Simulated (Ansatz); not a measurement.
Hf (hcp, Mg type), conventional cell a = b = 3.204 Å, c = 5.069 Å, α = β = 90.00°, γ = 120.00°. The calculation uses the primitive cell of 2 atoms, to which meshes and values per cell refer.

The volume is varied about the relaxed value V₀ at fixed cell shape. Symmetry pins the atoms to their sites.

These are PBE (plane waves to 420 eV, PAW, scalar-relativistic; Ansatz, a first-principles code) values and carry that method's errors. k mesh 17×17×9 (Γ-centred), Fermi-Dirac smearing 0.05 eV. E stands for the smeared free energy. With the shape held, the modulus is that of even scaling; a crystal free to change shape is softer. Hf is run without spin polarisation. Hf was relaxed with its symmetry unable to fall. Spin-orbit coupling is left out, though Hf is heavy. The PAW data are Ansatz's earlier set. ΔE is measured from the relaxed starting cell. The last digit holds for this mesh only.

```
V (Å³/atom)  ΔE (meV/atom)
-----------  -------------
18.928               248.6
19.830               130.8
20.731                54.5
21.633                12.8
22.534                 0.0
23.435                11.4
24.337                43.0
25.238                91.6
26.139               154.4
```

Problem. What is the fitted pressure derivative B₀′?

Solution. 3.4.

Problem. What bulk modulus at fixed cell shape B₀ follows from a third-order Birch-Murnaghan fit?

Solution. 107 GPa. Check by three points about V = 22.534 Å³/atom, step 1.803: d²E/dV² ≈ (55 − 2·0 + 43) meV / 1.803² = 0.0302 eV/Å⁶, and V·d²E/dV² × 160.2 = 109 GPa.

(Under strain, the slope of the energy per volume gives the stress and its curvature an elastic modulus.)
